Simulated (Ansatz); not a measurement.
## Ca in PtS2

All numbers below come from DFT PBE+D3(BJ), scalar-relativistic, plane waves, PAW (Ansatz).

Plane waves to 420 eV, a k mesh through Γ of 12×12×6 on the computed 3-atom cell and Gaussian smearing (0.01 eV); no spin polarisation for the host; each changed cell takes a mesh and smearing chosen by its own gap and starts from the host's moments or customary ones, or runs without spin. Cells and atoms are relaxed to the nearest stationary point that keeps the symmetry of their start (forces under 0.02 to 0.04 eV/Å, stress under 0.1 to 0.2 GPa); energies are at zero smearing, without zero-point or thermal terms.

Relaxed host (gap on the mesh 0.07 eV):

```
Pt S
1.0
     3.58279    0.00000    0.00000
    -1.79139    3.10278    0.00000
     0.00000    0.00000    4.66292
Pt S
1 2
Direct
  0.00000 0.00000 0.00000
  0.33333 0.66667 0.25883
  0.66667 0.33333 0.74117
```

Cases: (1) 2 Ca in a 1×1×1 repeat of the cell, at (0.333 0.667 0.722), (0.667 0.333 0.278) in fractions of that repeat, 2.07 Å from the nearest atom of the relaxed host; (2) 1 Ca in a 2×2×1 repeat of the cell, at (0.167 0.333 0.722) in fractions of that repeat, 2.07 Å from the nearest atom of the relaxed host.

Give the energy per Ca taken from Ca metal (negative: uptake is favourable), the mean voltage, the swelling and the final surroundings.

```
case formula energy per Ca (eV) mean voltage (V)  ΔV (%) principal strains (%) nearest host atoms of the first Ca gap (eV)
   1  Ca2PtS2               -2.29              1.15  +108.3      +31.9 +31.9 +19.7                 8 (PtS) from 2.73 Å         0
   2  CaPt4S8               -1.00              0.50   +39.1        +38.6 +0.2 +0.2                   4 (S) from 2.63 Å         0
```

Each ion keeps what symmetry its start has, so a lower place off a symmetric site can be missed, above all for H.

Voltages count 2 electrons per Ca and hold for the ions inside the host, not for its break-up into other phases.

Relaxed structure of case 1, the lowest per ion:

```yaml
crystal:
  lattice:
    - [4.72728, 0.00000, 0.00000]
    - [-2.36364, 4.09395, 0.00000]
    - [0.00000, 0.00000, 5.58027]
  atoms:
    - { symbol: Pt, position: [0.00000, 0.00000, 0.00000] }
    - { symbol: S, position: [0.33333, 0.66667, 0.23846] }
    - { symbol: S, position: [0.66667, 0.33333, 0.76154] }
    - { symbol: Ca, position: [0.33333, 0.66667, 0.74021] }
    - { symbol: Ca, position: [0.66667, 0.33333, 0.25979] }
```

Spin-orbit coupling is left out. In Ca2PtS2, CaPt4S8 a bond of the host changes by more than 0.6 Å or the volume by a third: the framework has rearranged or swollen or shrunk strongly, and the figure may no longer describe a topotactic step.

Cost: 3 runs of about 6.3 core-minutes in all, on Arm Neoverse V2 (shared hosts).